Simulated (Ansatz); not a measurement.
# One relaxed cell of K2ZrO3 at several levels

A database entry relaxed whole under r2SCAN at zero pressure (Pnma, No. 62):

```yaml
crystal:
  lattice:
    - [5.88285, 0.00000, 0.00000]
    - [0.00000, 10.45271, 0.00000]
    - [0.00000, 0.00000, 6.94976]
  atoms:
    - { symbol: K, position: [0.26631, 0.58559, 0.11341] }
    - { symbol: K, position: [0.23369, 0.41441, 0.61341] }
    - { symbol: K, position: [0.76631, 0.91441, 0.38659] }
    - { symbol: K, position: [0.73369, 0.08559, 0.88659] }
    - { symbol: K, position: [0.73369, 0.41441, 0.88659] }
    - { symbol: K, position: [0.76631, 0.58559, 0.38659] }
    - { symbol: K, position: [0.23369, 0.08559, 0.61341] }
    - { symbol: K, position: [0.26631, 0.91441, 0.11341] }
    - { symbol: Zr, position: [0.27747, 0.25000, 0.15843] }
    - { symbol: Zr, position: [0.22253, 0.75000, 0.65843] }
    - { symbol: Zr, position: [0.77747, 0.25000, 0.34157] }
    - { symbol: Zr, position: [0.72253, 0.75000, 0.84157] }
    - { symbol: O, position: [0.15819, 0.75000, 0.38981] }
    - { symbol: O, position: [0.34181, 0.25000, 0.88981] }
    - { symbol: O, position: [0.65819, 0.75000, 0.11019] }
    - { symbol: O, position: [0.84181, 0.25000, 0.61019] }
    - { symbol: O, position: [0.01503, 0.12139, 0.22941] }
    - { symbol: O, position: [0.48497, 0.87861, 0.72941] }
    - { symbol: O, position: [0.51503, 0.37861, 0.27059] }
    - { symbol: O, position: [0.98497, 0.62139, 0.77059] }
    - { symbol: O, position: [0.98497, 0.87861, 0.77059] }
    - { symbol: O, position: [0.51503, 0.12139, 0.27059] }
    - { symbol: O, position: [0.48497, 0.62139, 0.72941] }
    - { symbol: O, position: [0.01503, 0.37861, 0.22941] }
```

Its volume is 17.81 Å³ an atom, -2.2 % against the entry's 18.20, a cell as deposited in COD (1970).

Single points on this cell with plane-wave PAW DFT (Ansatz 0.2.0; r2SCAN 500 eV, hybrids 420 eV; fermi-dirac occupations of width 0.020 eV; no moments): r2SCAN on a 6×4×4 Γ-centred mesh; HSE06 on a 4×2×2 Γ-centred mesh; PBE0 on a 4×2×2 Γ-centred mesh.

Question: What does each level give for gap and charges?

Answer: The runs give:

| level | gap (eV), or kind | pressure (GPa) | Bader charge of K (e) | Bader charge of Zr (e) | Bader charge of O (e) |
| --- | --- | --- | --- | --- | --- |
| r2SCAN | 4.38 | 0.0 | +0.84 | +2.48 | -1.38 |
| HSE06 | 5.29 | -0.3 | +0.84 | +2.53 | -1.40 |
| PBE0 | 6.02 | -0.4 | +0.84 | +2.53 | -1.41 |

Under r2SCAN the gap is 4.38 eV, over mesh and band path. HSE06 moves it by +0.91 eV and PBE0 by +1.65 eV; PBE0 keeps its exact exchange at long range, which widens the gap over HSE06's by 0.74 eV on their common mesh. The charge on Zr goes from +2.48 to +2.53 e under HSE06.

Caveats: the relaxation kept the start's symmetry; HSE06 is read on its mesh and at the zone's corners, PBE0 on its mesh alone; hybrid pressures are good to a few tenths of a GPa; pressure is positive in compression.
